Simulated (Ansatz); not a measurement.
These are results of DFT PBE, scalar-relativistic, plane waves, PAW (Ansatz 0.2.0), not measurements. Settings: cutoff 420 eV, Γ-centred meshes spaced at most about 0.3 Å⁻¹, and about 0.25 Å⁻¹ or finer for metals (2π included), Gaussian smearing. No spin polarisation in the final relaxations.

All energies are static (0 K, no zero-point motion). All come from trial cells, and lower structures may exist.

Question: Order these relaxed structures of AlH₄ by energy, lowest first, with the energy over the lowest of them.
1.

```xyz
5
Lattice="5.4309 0.0000 0.0000 0.0000 5.4309 0.0000 0.0000 0.0000 2.5050" Properties=species:S:1:pos:R:3 pbc="T T T"
Al    0.0000    0.0000    0.0000
H     2.3160    0.0000    0.0000
H     3.1149    0.0000    0.0000
H     0.0000    2.3160    0.0000
H     0.0000    3.1149    0.0000
```

2.

```xyz
5
Lattice="-2.0769 2.0769 2.0769 2.0769 -2.0769 2.0769 2.0769 2.0769 -2.0769" Properties=species:S:1:pos:R:3 pbc="T T T"
Al    0.0000    0.0000    0.0000
H     1.0384    1.0384   -1.0384
H     1.0384   -1.0384    1.0384
H    -1.0384    1.0384    1.0384
H     1.0384    1.0384    1.0384
```

3.

```xyz
10
Lattice="2.5973 0.0000 0.0000 0.0016 3.6033 0.0000 0.2346 1.4722 12.3061" Properties=species:S:1:pos:R:3 pbc="T T T"
Al    2.4461    3.5372    8.7000
Al    2.4825    2.3925    3.7862
H     2.4476    4.4594    7.4139
H     1.1839    2.3918    2.6089
H     2.7625    1.9790   12.0708
H     2.4816    0.5907    3.7734
H     1.1475    4.1851    9.7742
H     1.1838    2.3925    4.9500
H     1.1478    2.4334    8.3695
H     2.0788    1.0158    0.0834
```

4.

```xyz
5
Lattice="-1.7421 1.7421 4.2325 1.7421 -1.7421 4.2325 1.7421 1.7421 -4.2325" Properties=species:S:1:pos:R:3 pbc="T T T"
Al    0.0000    0.0000    0.0000
H     0.0000    0.0000    1.6657
H     0.0000    0.0000    6.7994
H     0.0000    1.7421    0.0000
H     1.7421    0.0000    0.0000
```

Answer: 3 (0 meV/atom), 1 (245 meV/atom), 2 (319 meV/atom), 4 (363 meV/atom). Forms: 3 P1; 1 P4/mmm; 2 Im-3m; 4 I4/mmm. Counting H atoms around Al (those within 1.25 times the shortest such distance or 1.15 times the sum of covalent radii; a plus sign parts nearer from farther groups; the shortest distance is added where it exceeds 1.18 times the sum of covalent radii; a slash parts the counts of unlike sites): cell 3 has Al 1+4/6; cell 1 has Al 4 from 2.3 Å; cell 2 has Al 8; cell 4 has Al 6. Cell 3 holds H–H pairs as short as in free H₂ molecules (shortest 0.75 Å); cell 1 holds H–H pairs as short as in free H₂ molecules (shortest 0.80 Å) (bonds between like non-metal atoms; other contacts aren't counted). Even the lowest lies +0.11 eV/atom against the elements.

Weakly bound directions are ill-defined at this level, which has no dispersion term (P1, P4/mmm, I4/mmm), and this can change margins and order among such cells. With hydrogen, zero-point motion can shift such differences by 10 meV/atom or more. A magnetic state wasn't ruled out in cells without spin, among them P4/mmm, Im-3m, I4/mmm. Cells relaxed within their symmetry can be saddle points. Some types were kept out of the candidates beforehand, so the set may lack a known form.
